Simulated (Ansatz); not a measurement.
LuAlN2:
```xyz
4
Lattice="3.4250 0.0000 0.0000 -1.7125 2.9661 0.0000 0.0000 0.0000 5.4160" Properties=species:S:1:pos:R:3 pbc="T T T"
Lu     0.0000     1.9774     5.3872
N      0.0000     1.9774     2.2390
Al     1.7125     0.9887     2.7506
N      1.7125     0.9887     4.6255
```

PBE in the plane-wave PAW code Ansatz gives a gap of 2.03 eV without spin–orbit coupling, maximum at H, minimum at Γ.

Q: What happens when spin–orbit coupling is switched on?

A: The gap decreases by 0.08 eV, to 1.95 eV; maximum at H, minimum at Γ.

Q: Give the electron effective mass with spin–orbit coupling.

A: 0.23, 0.23, 0.35 mₑ (principal values).

Q: Give the hole effective mass with spin–orbit coupling.

A: 1.9, 1.9, 3.1 mₑ (principal values).

Space group P3m1. The start of the workflow was typed in or built on a structure type; neither database checked (COD, Materials Project) lists it. Its standing as an ambient phase is unchecked. The PBE relaxation kept the symmetry of its start; whether a distortion lowers the energy is not shown.

Potentials: the earlier of the program's two PAW sets.
